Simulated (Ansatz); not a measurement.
GeSe in space group Pnma (No. 62; Ge on 4c, Se on 4c), the program Ansatz at the LDA level (PAW). The conduction-band minimum lies on the Γ–Z line, 20 % of the way from Γ, with 2 equivalent valleys. Second derivatives d²E/dk² of the lowest band at one valley (eV·Å²), along Cartesian directions:

```tsv
direction	d²E/dk²
[100]	122.2
[010]	7.770
[001]	6.697
[110]	65.09
[101]	64.55
[011]	7.236
```

Q: Find the principal effective masses, the density-of-states mass and the conductivity mass.

A: Off-diagonal terms follow from H_xy = H[110] − (H_xx + H_yy)/2, and m*/mₑ = 7.620 eV·Å² over each eigenvalue: 0.062, 0.98, 1.1. One valley's DOS mass (m₁m₂m₃)^(1/3) = 0.41, conductivity mass 3/(Σ 1/mᵢ) = 0.17 mₑ.

Q: What effective density of states Nc follows at 300 K for parabolic valleys?

A: Nc = 2.509e19 × 2 × (0.41)^(3/2) ≈ 1.3e19 cm⁻³.

The cell was relaxed with LDA under the symmetry of its start. A crystal of weakly bound layers computed without a dispersion correction: the cell and the soft elastic constants depend strongly on that. Spin–orbit coupling is left out wherever it is not named.

Potentials: the later of the program's two PAW sets.

Edges and masses are those of Kohn–Sham bands, whose gap is no quasiparticle gap.
